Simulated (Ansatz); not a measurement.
Given:

Relaxed Au (fcc, Cu type):

```
CELL_PARAMETERS angstrom
      0.00000     4.15726     4.15726
      2.07863     0.00000     2.07863
      2.07863     2.07863     0.00000
ATOMIC_POSITIONS crystal
  Au 0.00000 0.00000 0.00000
  Au 0.50000 0.00000 0.00000
```

A phonon eigenvector at L = (0.5, 0.0, 0.0) is frozen into this cell: atom i moves by Q times the vector below, so Q is the largest atomic displacement, in Å. The cell is held. (q is in reciprocal vectors of the primitive cell; the cell shown is doubled to hold the pattern.)

```tsv
atom	x	y	z
Au1	-0.577	0.577	0.577
Au2	0.577	-0.577	-0.577
```

These are PBE (plane waves to 420 eV, PAW, scalar-relativistic; Ansatz, a program for electronic structure) values and carry that method's errors. k mesh 19×19×19 (Γ-centred), Fermi-Dirac smearing 0.05 eV. E stands for the smeared free energy. With partly filled bands, energies and forces of such displacements shift with the k mesh and the smearing. Au was relaxed with its symmetry unable to fall. Spin-orbit coupling is left out, though Au is heavy. The PAW data are Ansatz's earlier set. The zero of ΔE is the undisplaced structure.

The scan covers Q from -0.180 to 0.180 Å in 13 points.

Task: Which space group does the distorted structure have?

Result: R-3m (No. 166), lowered from Fm-3m.

Task: What is the energy change at Q = 0.180 Å?

Result: 504 meV/cell.

Task: What harmonic wavenumber does the curvature at Q = 0 give?

Result: 138 cm⁻¹.

(For displaced atoms, the force is minus the slope of the energy, and its curvature is a force constant, which sets phonon frequencies.)
